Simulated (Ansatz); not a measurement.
# Cr (hcp): energy against volume

Computed with DFT, BLYP, plane waves (420 eV) with PAW, scalar-relativistic in Ansatz 0.2.0. (PAW data from PBE, frozen cores regenerated.)

The cell is scaled uniformly from the relaxed one, with fractional coordinates and shape fixed. Energies are extrapolated to zero smearing, pressures are those at the given smearing. Magnetic state: spin not included.

A Birch-Murnaghan fit gives V₀ = 12.31 Å³/atom, B₀ = 215 GPa, B₀′ = 4.2.

Question: What are the energy above the minimum and the pressure at 11.840 Å³/atom?

Answer: 13.0 meV/atom and 9.53 GPa as computed.

Question: What are the energy above the minimum and the pressure at 13.319 Å³/atom?

Answer: 48.2 meV/atom and -13.90 GPa as computed.

Question: What are the energy above the minimum and the pressure at 13.813 Å³/atom?

Answer: 100.3 meV/atom and -18.93 GPa as computed.
